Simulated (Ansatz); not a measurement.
TaAgO3 in space group R-3c (No. 167; Ta on 6b, Ag on 6a, O on 18e), PBEsol in the plane-wave PAW code Ansatz. The conduction-band minimum lies at F, with 3 equivalent valleys. Second derivatives d²E/dk² of the lowest band at one valley (eV·Å²), along Cartesian directions:

```csv
direction,d²E/dk²
[100],12.88
[010],18.82
[001],18.58
[110],10.70
[101],25.78
[011],24.51
```

### Question
Find the principal effective masses, the density-of-states mass and the conductivity mass.

### Answer
Off-diagonal terms follow from H_xy = H[110] − (H_xx + H_yy)/2, and m*/mₑ = 7.620 eV·Å² over each eigenvalue: 0.29, 0.35, 4.1. One valley's DOS mass (m₁m₂m₃)^(1/3) = 0.74, conductivity mass 3/(Σ 1/mᵢ) = 0.45 mₑ.

### Question
What effective density of states Nc follows at 300 K for parabolic valleys?

### Answer
Nc = 2.509e19 × 3 × (0.74)^(3/2) ≈ 4.8e19 cm⁻³.

### Question
With the computed static dielectric constant 586 (mean of the diagonal), estimate a hydrogenic donor's binding energy and radius.

### Answer
E = 13.606 eV × 0.45/586² ≈ 0.018 meV; a = 0.529 Å × ε/m* ≈ 690 Å. Semilocal masses tend to be too small where the gap is.

The workflow started from a Materials Project entry (that database holds measured and hypothetical structures alike); the Crystallography Open Database copy checked does not list it. COD files the formula under space group No. 161, so this cell is another polymorph or a model. Whether it is the stable phase at ambient conditions was not checked. The PBEsol relaxation kept the symmetry of its start; phonons on a q-mesh show no instability. The run is not spin-polarised. Spin–orbit coupling is left out wherever it is not named.

Potentials: the later of the program's two PAW sets.
